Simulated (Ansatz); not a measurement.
AgI:
```cif
data_AgI
_chemical_formula_sum 'Ag1 I1'
_space_group_name_H-M_alt 'P 1'
_space_group_IT_number 1
_cell_length_a 4.56081
_cell_length_b 4.56081
_cell_length_c 4.56081
_cell_angle_alpha 60.000
_cell_angle_beta 60.000
_cell_angle_gamma 60.000
loop_
_space_group_symop_operation_xyz
  'x, y, z'
loop_
_atom_site_label
_atom_site_type_symbol
_atom_site_fract_x
_atom_site_fract_y
_atom_site_fract_z
_atom_site_occupancy
Ag1 Ag 0.75000 0.75000 0.75000 1
I1 I 0.00000 0.00000 0.00000 1
```

Relaxed with PBEsol.

Task: Decompose the optical modes at the zone centre into irreducible representations, and say which are infrared and Raman allowed.

Result: Point group -43m: Γ_opt = T2. Infrared: T2. Raman: T2.

Task: Assign frequencies (DFPT, PBEsol (plane waves, PAW; program Ansatz); without the LO–TO term).

Result: T2 107 cm⁻¹.

Space group F-43m (zinc blende). The PBEsol relaxation kept the symmetry of its start; of distortions, only those at the zone centre were tested. No spin polarisation was allowed. Spin–orbit coupling is left out wherever it is not named.

Potentials: the later of the program's two PAW sets.
